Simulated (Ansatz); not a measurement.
Space group R-3m:H (No. 166). a = 2.702 Å, b = 2.702 Å, c = 12.723 Å, α = 90.00°, β = 90.00°, γ = 120.00°
```
atom site symmetry x y z
  Cu    3a       -3m  0.0000  0.0000  0.0000
  Pt    3b       -3m  0.6667  0.3333  0.8333
```

Equation of state of this CuPt structure (not necessarily the ground state), with shape and atoms relaxed at each volume where symmetry leaves them free. It has no gap at any of these volumes. Method: DFT PBEsol, scalar-relativistic, plane waves, PAW (Ansatz 0.2.0).

Cutoff 420 eV; k points 18×18×18 on the computed 2-atom cell (Γ-centred); Gaussian smearing, width 0.10 eV; no spin polarisation.

```
V (Å³/atom) E − E(largest V) (meV/atom) P (GPa)
     11.795                       100.53    40.62
     12.197                        15.57    27.51
     12.599                       -39.33    16.61
     13.001                       -69.24     7.55
     13.404                       -78.40     0.01
     13.806                       -70.30    -6.25
     14.208                       -47.90   -11.43
     14.744                         0.00   -16.94
```

Problem. Fit a third-order Birch–Murnaghan equation to E(V).

Solution. V0 = 13.40 Å³/atom, B0 = 228 GPa, B0' = 5.2.

Spin-orbit coupling is left out, which matters for the bands of heavy elements.